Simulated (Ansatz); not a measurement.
SrO:
```
CELL_PARAMETERS angstrom
      0.00000     2.57992     2.57992
      2.57992     0.00000     2.57992
      2.57992     2.57992     0.00000
ATOMIC_POSITIONS crystal
  Sr 0.00000 0.00000 0.00000
  O  0.50000 0.50000 0.50000
```

Relaxed with r²SCAN. Special points in fractions of this cell's reciprocal vectors: Γ (0.000, 0.000, 0.000); X (0.500, 0.000, 0.500); U (0.625, 0.250, 0.625); K (0.375, 0.375, 0.750); L (0.500, 0.500, 0.500); W (0.500, 0.250, 0.750).

Q: List the band energies nearest the valence-band maximum at these points for r²SCAN with spin–orbit coupling (plane waves, PAW; program Ansatz).

A: In eV from the valence-band maximum; about four levels below and three above (degenerate sets whole), none deeper than 8.9 eV; points with the same levels are listed once.

```tsv
k	below	above
Γ	0.00 0.00 0.00 0.00	4.57 4.57 6.78 6.78 6.78 6.78
X	-0.13 -0.13 -0.06 -0.06	3.78 3.78 8.47 8.47
U	-0.57 -0.57 -0.47 -0.47	5.29 5.29 8.45 8.45
L	-1.11 -1.11 -1.09 -1.09	7.09 7.09 8.93 8.93
W	-0.47 -0.47 -0.39 -0.39	6.54 6.54 6.54 6.54
```

Space group Fm-3m (rock salt). The cell was relaxed with r²SCAN under the symmetry of its start; phonons on a q-mesh show no instability.

Potentials: the later of the program's two PAW sets.
